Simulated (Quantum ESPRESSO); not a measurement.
Ag6HfAl, input and log of a self-consistent run

Computed values, not a measurement. The program is pw.x of Quantum ESPRESSO 7.5 (plane-wave density functional theory). The cell is made up: eight metal atoms on a face-centred cubic lattice, with elements, volume, strain and displacements drawn at random and not relaxed, so it may be unstable or far from any real phase. PseudoDojo standard norm-conserving files set the functional (PBE unless stated); there is no spin polarisation or spin-orbit coupling, the Fermi-Dirac width of 0.25 eV means electrons at about 2900 K, and the masses in the input are unused placeholders. Heavy elements are run without spin-orbit coupling, which real alloys of them have. A spin test at this wide smearing found no moment, but such smearing suppresses magnetism that the real alloy may have.

Input:

```
&control calculation='scf', pseudo_dir='./dojo.nc.sr.pbe.v0_5.standard.upf', outdir='./o', disk_io='minimal', tprnfor=.true., tstress=.true. /
&system ibrav=0, nat=8, ntyp=3, nbnd=74, ecutwfc=82.02448710, nosym=.true., tot_charge=0,
 occupations='smearing', smearing='fd', degauss=0.0183746611
/
&electrons conv_thr=1.470e-08, electron_maxstep=70, mixing_beta=0.5 /
ATOMIC_SPECIES
Ag 1.0 Ag.upf
Al 1.0 Al.upf
Hf 1.0 Hf.upf
CELL_PARAMETERS angstrom
-1.945 -4.0771 -2.047
-4.1596 2.1324 2.129
-0.0162 4.1023 -4.1281
ATOMIC_POSITIONS angstrom
Ag 0.0007 0.0065 -0.0821
Ag 0.0537 2.0572 -2.0258
Hf -2.0696 2.1589 0.0275
Ag -2.0145 4.1953 -1.8482
Ag -2.036 -0.1283 -2.1124
Ag -2.0827 2.0314 -4.1067
Ag -4.2242 0.1124 -0.0455
Al -4.1598 2.2052 -2.1516
K_POINTS automatic
5 5 4 1 1 1
```

The log is shortened where brackets say so; the opening notice, blank lines, dates and the lines on written files are dropped, and the path of the files is cut. It prints rydbergs, bohrs and kilobars, and counts compression as positive stress. Its total energy is the free energy E - TS of the whole cell.

```
     Program PWSCF v.7.5
     Parallel version (MPI & OpenMP), running on       4 processor cores
     Number of MPI processes:                 4
     Threads/MPI process:                     1
     [start-up lines left out]
     bravais-lattice index     =            0
     lattice parameter (alat)  =       9.3720  a.u.
     unit-cell volume          =     938.8097 (a.u.)^3
     number of atoms/cell      =            8
     number of atomic types    =            3
     number of electrons       =       129.00
     number of Kohn-Sham states=           74
     kinetic-energy cutoff     =      82.0245  Ry
     charge density cutoff     =     328.0979  Ry
     scf convergence threshold =      1.5E-08
     mixing beta               =       0.5000
     number of iterations used =            8  plain     mixing
     Exchange-correlation= PBE
                           (   1   4   3   4   0   0   0)
     [axes and pseudopotential details left out]
   Cartesian axes
     site n.     atom                  positions (alat units)
         1        Ag     tau(   1) = (   0.0001411   0.0013106  -0.0165543  )
         2        Ag     tau(   2) = (   0.0108279   0.4148055  -0.4084741  )
         3        Hf     tau(   3) = (  -0.4173057   0.4353118   0.0055450  )
         4        Ag     tau(   4) = (  -0.4061956   0.8459233  -0.3726635  )
         5        Ag     tau(   5) = (  -0.4105308  -0.0258699  -0.4259358  )
         6        Ag     tau(   6) = (  -0.4199472   0.4096033  -0.8280583  )
         7        Ag     tau(   7) = (  -0.8517505   0.0226639  -0.0091744  )
         8        Al     tau(   8) = (  -0.8387652   0.4446476  -0.4338399  )
     number of k points=    50  Fermi-Dirac smearing, width (Ry)=  0.0184
                       cart. coord. in units 2pi/alat
        k(    1) = (  -0.1716819   0.0235634  -0.1260832), wk =   0.0400000
        k(    2) = (  -0.2101397   0.1363542  -0.3141923), wk =   0.0400000
     [further k points left out]
     Dense  grid:    94155 G-vectors     FFT dimensions: (  60,  60,  64)
     Estimated max dynamical RAM per process >     340.12 MB
     Estimated total dynamical RAM >       1.26 GB
     Initial potential from superposition of free atoms
     starting charge     128.9929, renormalised to     129.0000
     Starting wfcs are   74 randomized atomic wfcs
     total cpu time spent up to now is        4.8 secs
     per-process dynamical memory:   270.0 Mb
     Self-consistent Calculation
     iteration #  1     ecut=    82.02 Ry     beta= 0.50
     Davidson diagonalization with overlap
     ethr =  1.00E-02,  avg # of iterations =  5.6
     Threshold (ethr) on eigenvalues was too large:
     Diagonalizing with lowered threshold
     Davidson diagonalization with overlap
     ethr =  7.51E-04,  avg # of iterations =  1.3
     total cpu time spent up to now is       26.6 secs
     total energy              =   -1977.26044662 Ry
     estimated scf accuracy    <       1.00693478 Ry
     iteration #  2     ecut=    82.02 Ry     beta= 0.50
     Davidson diagonalization with overlap
     ethr =  7.81E-04,  avg # of iterations =  2.5
     total cpu time spent up to now is       38.1 secs
     total energy              =   -1977.51751719 Ry
     estimated scf accuracy    <       0.83831990 Ry
     iteration #  3     ecut=    82.02 Ry     beta= 0.50
     Davidson diagonalization with overlap
     ethr =  6.50E-04,  avg # of iterations =  2.3
     total cpu time spent up to now is       48.1 secs
     total energy              =   -1977.65078619 Ry
     estimated scf accuracy    <       0.04516403 Ry
     iteration #  4     ecut=    82.02 Ry     beta= 0.50
     Davidson diagonalization with overlap
     ethr =  3.50E-05,  avg # of iterations =  2.9
     total cpu time spent up to now is       60.1 secs
     total energy              =   -1977.66079500 Ry
     estimated scf accuracy    <       0.00796287 Ry
     iteration #  5     ecut=    82.02 Ry     beta= 0.50
     Davidson diagonalization with overlap
     ethr =  6.17E-06,  avg # of iterations =  4.4
     total cpu time spent up to now is       71.3 secs
     total energy              =   -1977.66205311 Ry
     estimated scf accuracy    <       0.00143193 Ry
     iteration #  6     ecut=    82.02 Ry     beta= 0.50
     Davidson diagonalization with overlap
     ethr =  1.11E-06,  avg # of iterations =  2.3
     total cpu time spent up to now is       81.9 secs
     total energy              =   -1977.66220914 Ry
     estimated scf accuracy    <       0.00017743 Ry
     iteration #  7     ecut=    82.02 Ry     beta= 0.50
     Davidson diagonalization with overlap
     ethr =  1.38E-07,  avg # of iterations =  2.3
     total cpu time spent up to now is       92.8 secs
     total energy              =   -1977.66224713 Ry
     estimated scf accuracy    <       0.00002650 Ry
     iteration #  8     ecut=    82.02 Ry     beta= 0.50
     Davidson diagonalization with overlap
     ethr =  2.05E-08,  avg # of iterations =  2.1
     total cpu time spent up to now is      103.3 secs
     total energy              =   -1977.66224982 Ry
     estimated scf accuracy    <       0.00000642 Ry
     iteration #  9     ecut=    82.02 Ry     beta= 0.50
     Davidson diagonalization with overlap
     ethr =  4.98E-09,  avg # of iterations =  2.0
     total cpu time spent up to now is      113.4 secs
     total energy              =   -1977.66225077 Ry
     estimated scf accuracy    <       0.00000058 Ry
     iteration # 10     ecut=    82.02 Ry     beta= 0.50
     Davidson diagonalization with overlap
     ethr =  4.50E-10,  avg # of iterations =  2.3
     total cpu time spent up to now is      126.4 secs
     total energy              =   -1977.66225088 Ry
     estimated scf accuracy    <       0.00000010 Ry
     iteration # 11     ecut=    82.02 Ry     beta= 0.50
     Davidson diagonalization with overlap
     ethr =  7.50E-11,  avg # of iterations =  2.0
     total cpu time spent up to now is      137.9 secs
     End of self-consistent calculation
     [lines on levels left out]
!    total energy              =   -1977.66225090 Ry
     estimated scf accuracy    <          5.2E-09 Ry
     smearing contrib. (-TS)   =      -0.04996407 Ry
     internal energy E=F+TS    =   -1977.61228683 Ry
     The total energy is F=E-TS. E is the sum of the following terms:
     one-electron contribution =    -905.07740988 Ry
     hartree contribution      =     517.95965604 Ry
     xc contribution           =    -308.60578933 Ry
     ewald contribution        =   -1281.88874365 Ry
     convergence has been achieved in  11 iterations
     Forces acting on atoms (cartesian axes, Ry/au):
     atom    1 type  1   force =    -0.00948785   -0.01411241    0.01954603
     atom    2 type  1   force =    -0.03572408   -0.00734834   -0.05177206
     atom    3 type  3   force =    -0.03289131   -0.06128632   -0.00954227
     atom    4 type  1   force =    -0.04742273   -0.00521403   -0.05443667
     atom    5 type  1   force =     0.03839562    0.06051246    0.03728320
     atom    6 type  1   force =     0.02206073    0.02293609    0.01958092
     atom    7 type  1   force =     0.05566116    0.00113794    0.03350200
     atom    8 type  2   force =     0.00940845    0.00337461    0.00583885
     Total force =     0.164706     Total SCF correction =     0.000472
     Computing stress (Cartesian axis) and pressure
          total   stress  (Ry/bohr**3)                   (kbar)     P=       65.83
   0.00048857   0.00014211   0.00018955           71.87       20.91       27.88
   0.00014211   0.00043137  -0.00010954           20.91       63.46      -16.11
   0.00018955  -0.00010954   0.00042256           27.88      -16.11       62.16
     init_run     :      4.46s CPU      4.69s WALL (       1 calls)
     electrons    :    129.76s CPU    133.16s WALL (       1 calls)
     forces       :      1.89s CPU      1.91s WALL (       1 calls)
     stress       :      6.41s CPU      6.42s WALL (       1 calls)
     [timing details left out]
     PWSCF        :   2m22.62s CPU   2m26.35s WALL
     JOB DONE.
```

In other units: free energy -26907.466 eV for the cell, pressure 6.58 GPa, largest force component 1.576 eV/Å in size. The run took 148 s of wall time with four MPI processes on a shared machine (Intel Xeon, 2023 or later, virtual cores), so the time is rough. A rerun of this cell at a higher cutoff and on a denser mesh moved values by no more than 0.006 eV in energy, 0.27 GPa in stress and 0.008 eV/Å in force, and a second program with other atomic files agreed on that cell to 2 % rms in force and 0.5 GPa in pressure.